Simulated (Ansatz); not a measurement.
FeSi:
```yaml
crystal:
  lattice:
    - [4.44792, 0.00000, 0.00000]
    - [0.00000, 4.44792, 0.00000]
    - [0.00000, 0.00000, 4.44792]
  atoms:
    - { symbol: Fe, position: [0.13600, 0.13600, 0.13600] }
    - { symbol: Fe, position: [0.36400, 0.86400, 0.63600] }
    - { symbol: Fe, position: [0.63600, 0.36400, 0.86400] }
    - { symbol: Fe, position: [0.86400, 0.63600, 0.36400] }
    - { symbol: Si, position: [0.84071, 0.84071, 0.84071] }
    - { symbol: Si, position: [0.65929, 0.15929, 0.34071] }
    - { symbol: Si, position: [0.34071, 0.65929, 0.15929] }
    - { symbol: Si, position: [0.15929, 0.34071, 0.65929] }
```

x, y and z are the axes in which the lattice vectors are written.

Q: Give the high-frequency dielectric tensor and the Born effective charge tensors of the independent atoms from DFPT, the program Ansatz at the PBE level (PAW).

A: 
ε∞:
```
72.3  0.00  0.00
0.00  72.3  0.00
0.00  0.00  72.3
```
Z* of atom 1 (Fe), rows: field, columns: displacement, in e:
```
-4.35   0.82  -0.28
-0.28  -4.35   0.82
 0.82  -0.28  -4.35
```
Z* of atom 5 (Si), rows: field, columns: displacement, in e:
```
 4.35   0.16  -0.38
-0.38   4.35   0.16
 0.16  -0.38   4.35
```

Static charges for comparison (Bader): Fe1 -0.30, Si5 +0.30 e. Born charges measure polarisation by displacement and can exceed these by far.

Space group P2_13. The PBE relaxation kept the symmetry of its start. The workflow began spin-polarised and lost its moments.

Potentials: the later of the program's two PAW sets.
